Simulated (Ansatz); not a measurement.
Zr₂Ir:
```yaml
crystal:
  lattice:
    - [-3.20776, 3.20776, 2.79753]
    - [3.20776, -3.20776, 2.79753]
    - [3.20776, 3.20776, -2.79753]
  atoms:
    - { symbol: Zr, position: [0.66783, 0.16783, 0.83566] }
    - { symbol: Zr, position: [0.33217, 0.83217, 0.16434] }
    - { symbol: Zr, position: [0.16783, 0.33217, 0.50000] }
    - { symbol: Zr, position: [0.83217, 0.66783, 0.50000] }
    - { symbol: Ir, position: [0.75000, 0.75000, 0.00000] }
    - { symbol: Ir, position: [0.25000, 0.25000, 0.00000] }
```

This is the LDA-relaxed structure.

Question: All from the program Ansatz at the LDA level (PAW), unless another level is named. Predict the formation energy from the elements (no fitted shifts).

Answer: -0.67 eV/atom.

Question: And the density of states at the Fermi level?

Answer: 1.3 states/eV per atom (mean over ±0.08 eV).

Space group I4/mcm. The first step of the workflow began from a Materials Project structure, measured or hypothetical; the Crystallography Open Database copy checked does not list it. Its standing as an ambient phase is unchecked. Symmetry was held in the LDA relaxation; its stability against distortions is not shown here. The run is not spin-polarised. The references are the lowest solids computed at this level, not always the standard phases. Spin–orbit coupling is left out wherever it is not named.

Potentials: the later of the program's two PAW sets.
